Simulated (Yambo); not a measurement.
G0W0@LDA for Zn₂P₂O₇ (space group C2/m, No. 12) in Yambo. Reference settings: 2×2×4 Γ-centred k mesh, bands 9 to 201 and a 7 Ry block in the screening, 201 bands in G with the Bruneval-Gonze terminator, plasmon pole fitted at 27.2 eV. The LDA gap (0, 0, -0.5) → Γ on this mesh is 3.60 eV; G0W0 gaps are taken between the same points.

| change from the reference | G0W0 gap (0, 0, -0.5) → Γ (eV) | shift of the valence edge (eV) |
|---|---|---|
| reference settings | 6.14 | -1.25 |
| 2×2×2 mesh | 6.14 | -1.22 |
| 1×1×2 mesh | (withheld) | -1.05 |
| 3 Ry block, no terminator | 6.20 | -1.32 |
| 69 bands in W, 69 bands in G, no terminator | (withheld) | -0.94 |
| 123 bands in W, 123 bands in G, 3 Ry block | 6.41 | -1.40 |
| 69 bands in W, 69 bands in G, 4 Ry block | (withheld) | -1.40 |
| wavefunctions cut at 10 Ry | 5.39 | -0.34 |

Task: Estimate the withheld gaps from the other rows; the computed values follow.

Result: 
- 1×1×2 mesh, G0W0 gap (0, 0, -0.5) → Γ (eV): 6.05
- 69 bands in W, 69 bands in G, no terminator, G0W0 gap (0, 0, -0.5) → Γ (eV): 6.92
- 69 bands in W, 69 bands in G, 4 Ry block, G0W0 gap (0, 0, -0.5) → Γ (eV): 6.98

The reference isn't shown to be the converged limit.

Geometry of the Materials Project entry, not relaxed at this level; primitive cell a = b = 5.3532 Å, c = 4.5585 Å, α = β = 99.10°, γ = 103.17°.

The structure is a Materials Project entry; no match was found in the copy of COD used, and its stability was not checked.

A shift is the quasiparticle energy of the state minus its LDA energy.
